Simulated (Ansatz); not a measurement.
Given:

LaN:
```cif
data_La4N4
_chemical_formula_sum 'La4 N4'
_space_group_name_H-M_alt 'Pnma'
_space_group_IT_number 62
_space_group_name_Hall '-P 2ac 2n'
_cell_length_a 10.60635
_cell_length_b 3.75542
_cell_length_c 3.75390
_cell_angle_alpha 90.000
_cell_angle_beta 90.000
_cell_angle_gamma 90.000
loop_
_atom_site_label
_atom_site_type_symbol
_atom_site_symmetry_multiplicity
_atom_site_Wyckoff_symbol
_atom_site_fract_x
_atom_site_fract_y
_atom_site_fract_z
_atom_site_occupancy
La1 La 4 c 0.12455 0.25000 0.25869 1
N1 N 4 c 0.37697 0.25000 0.23018 1
```

This is the r²SCAN-relaxed structure.

Question: All from DFT-r²SCAN in the program Ansatz with PAW potentials, unless another level is named. Estimate the HSE06 gap on the r²SCAN cell.

Answer: 0.84 eV.

Question: Predict the hole effective mass with spin–orbit coupling.

Answer: 0.33, 1.1, 1.2 mₑ (principal values).

Question: And the band gap?

Answer: 0.28 eV (smallest direct gap 0.30 eV).

Question: What about the hole effective mass?

Answer: 0.29, 1.9, 1.9 mₑ (principal values).

The start of the workflow was typed in or built on a structure type; neither database checked (COD, Materials Project) lists it. COD files the formula under space group No. 225. Its standing as an ambient phase is unchecked. Symmetry was held in the r²SCAN relaxation; its stability against distortions is not shown here. Scalar-relativistic: spin–orbit coupling is off unless named, which matters more the heavier the elements.

Potentials: the earlier of the program's two PAW sets.
